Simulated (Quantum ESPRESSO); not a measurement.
Cs2LiLuCl6 is modelled in the cubic space group Fm-3m (No. 225), Pearson symbol cF40. Cell: a = b = c = 10.5419 Å, α = β = γ = 90.00°. Li on 4b sees 6 Cl at 2.676 Å (octahedral). Cl on 24e has 1 Lu at 2.595 Å and 1 Li at 2.676 Å and 4 Cs at 3.727 Å (octahedral). Cs on 8c is surrounded by 12 Cl at 3.727 Å (cuboctahedral). Lu on 4a has 6 Cl at 2.595 Å (octahedral). (Neighbours: up to the widest gap in distance over summed covalent radii, below 1.35, at either atom; cation-cation contacts left out.)
(The calculation used a cell of 10 atoms; values per cell refer to that cell.)

The geometry is that of Materials Project entry mp-570379, symmetrised and not relaxed again.

### Question
What does norm-conserving PBEsol (Quantum ESPRESSO, 100 Ry, without SOC) give for the electronic structure near the Fermi level?

### Answer
The PBEsol gap is direct, 5.23 eV at Γ. Another valence extremum on the path lies within 0.02 eV, too close to call. The 4f states are in the valence at their DFT position.

The structure is a Materials Project entry; no match was found in the copy of COD used, and its stability was not checked.
